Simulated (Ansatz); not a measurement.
Here is an unrelaxed guess for BRu4.

Space group Pm-3m (No. 221). a = 5.185 Å, b = 5.185 Å, c = 5.185 Å, α = 90.00°, β = 90.00°, γ = 90.00°
| atom | site | symmetry | x | y | z |
| --- | --- | --- | --- | --- | --- |
| B | 1a | m-3m | 0.0000 | 0.0000 | 0.0000 |
| B | 1b | m-3m | 0.5000 | 0.5000 | 0.5000 |
| Ru | 8g | .3m | 0.2019 | 0.2019 | 0.2019 |

Method: DFT PBE, scalar-relativistic, plane waves, PAW in Ansatz. Plane waves to 420 eV, a k mesh through Γ of 4×4×4 on the computed 10-atom cell and Gaussian smearing (0.10 eV); no spin polarisation.

The zero of energy is the elements' standard structures at the same level; no fitted shifts are applied.

Q: What does a single point on this coarse mesh give?

A: The pressure is 103.0 GPa (it wants to expand), the largest force is 20.39 eV/Å, and the energy is +2.86 eV/atom against the elements. The shortest distance is 1.81 Å, so close that the PAW spheres overlap strongly and these values are rough.

Q: How much does it gain on relaxing, and where does it end?

A: Relaxing gains about 2.1 eV/atom (the start's value is from the coarse mesh, so the gain is rough) in 11 ionic steps and ends at +0.76 eV/atom on the finer mesh. The symmetry goes from Pm-3m (No. 221) to Im-3m (No. 229), and the primitive cell from 10 to 5 atoms. The volume per atom stays near 13.9 Å³. The shortest distance goes from 1.81 Å (B–Ru) to 2.24 Å (B–Ru). Conventional cell: a = 5.183 Å. B is surrounded by 8 Ru at 2.24 Å; around Ru lie 2 B at 2.24 Å and 6 Ru at 2.59 Å.

The last run used a 10×10×10 mesh for its 5-atom cell and Gaussian smearing of 0.10 eV. The cell is a metal run without spin; a magnetic state may lie lower. The relaxation can't lower the symmetry of the start. Symmetry constrained the relaxation, so the result can be a saddle point. Another cell of BRu4 relaxed alike, in Pm-3m, lies 0.47 eV/atom lower, so this cell isn't the stable form at this level.
